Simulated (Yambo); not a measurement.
G0W0@LDA for CsHgF3 (cubic perovskite, space group Pm-3m, No. 221) in Yambo. Reference settings: 4×4×4 Γ-centred k mesh, bands 5 to 147 and a 7 Ry block in the screening, 147 bands in G with the Bruneval-Gonze terminator, plasmon pole fitted at 27.2 eV. The LDA gap R → Γ on this mesh is 0.45 eV; G0W0 gaps are taken between the same points.

With and without the terminator, as bands are cut:

```json
[
 {"bands in G (in W)": "42 (42)", "gap, terminator (eV)": "3.451", "gap, none (eV)": "3.373", "valence shift, terminator (eV)": "-1.071", "valence shift, none (eV)": "-0.757"},
 {"bands in G (in W)": "60 (60)", "gap, terminator (eV)": "2.992", "gap, none (eV)": "2.839", "valence shift, terminator (eV)": "-0.946", "valence shift, none (eV)": "-0.575"},
 {"bands in G (in W)": "85 (85)", "gap, terminator (eV)": "2.676", "gap, none (eV)": "2.501", "valence shift, terminator (eV)": "-0.942", "valence shift, none (eV)": "-0.570"},
 {"bands in G (in W)": "116 (116)", "gap, terminator (eV)": "2.534", "gap, none (eV)": "2.337", "valence shift, terminator (eV)": "-0.968", "valence shift, none (eV)": "-0.617"},
 {"bands in G (in W)": "147 (147)", "gap, terminator (eV)": "2.473", "gap, none (eV)": "2.298", "valence shift, terminator (eV)": "-0.998", "valence shift, none (eV)": "-0.696"}
]
```

Over this range the gap spans 0.978 eV with the terminator and 1.075 eV without, the valence shift 0.129 eV and 0.187 eV. Neither column has reached its limit for certain.

Spin-orbit coupling is not included.

Geometry of the Materials Project entry, not relaxed at this level; primitive cell a = 4.5954 Å, b = 4.5954 Å, c = 4.5954 Å, α = 90.00°, β = 90.00°, γ = 90.00°.

A shift is the quasiparticle energy of the state minus its LDA energy.
